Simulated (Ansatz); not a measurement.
Polymorphs of Pd, each relaxed with the program Ansatz at the r²SCAN level (PAW):

A: simple cubic (Pm-3m)
a = b = c = 2.5880 Å, α = β = γ = 90.00°

```json
[
 {"atom": "Pd", "site": "1a", "symmetry": "m-3m", "x": "0.0000", "y": "0.0000", "z": "0.0000"}
]
```

B: dhcp (α-La type) (P6_3/mmc)
a = b = 2.7594 Å, c = 9.0970 Å, α = β = 90.00°, γ = 120.00°

| atom | site | symmetry | x | y | z |
|---|---|---|---|---|---|
| Pd | 2a | -3m. | 0.0000 | 0.0000 | 0.0000 |
| Pd | 2c | -6m2 | 0.3333 | 0.6667 | 0.2500 |

Order them by energy per atom at 0 K (lowest first) at the level r²SCAN.

B (+0 meV/atom), A (+482 meV/atom)

Spin orders computed, not proven ground states: B ferromagnetic. Constructed cells (a structure type filled with these elements, in neither database checked): A. Not the usual ambient phase: A; B. Unstable at this level: A. All cells were relaxed under the symmetry of their starts (and spin orders); stability against distortions was not tested throughout. Rows with no word on spin ran without spin polarisation. Scalar-relativistic: spin–orbit coupling is off unless named, which matters more the heavier the elements.

Energies hold the estimated change up to a 700 eV cutoff; steps of a few meV lie near the error of the meshes.

Potentials: the later of the program's two PAW sets.
